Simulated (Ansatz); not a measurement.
Question: Name crystals whose computed values (r²SCAN in the plane-wave PAW code Ansatz) fall in these windows: gap (eV) 3.8 to 5.3; highest Γ mode, no LO–TO term (cm⁻¹) 720 to 930; Θ_D (K) 410 to 550.

Answer: 

```csv
crystal,gap (eV),"highest Γ mode, no LO–TO term (cm⁻¹)",Θ_D (K)
"HfO2, rutile",4.53,801,489
```
Others may fit too.

Not the usual ambient phase: HfO2, rutile. The cell was relaxed under the symmetry of its start. Rows with no word on spin ran without spin polarisation. Spin–orbit coupling is left out wherever it is not named.

Potentials: the earlier of the program's two PAW sets.
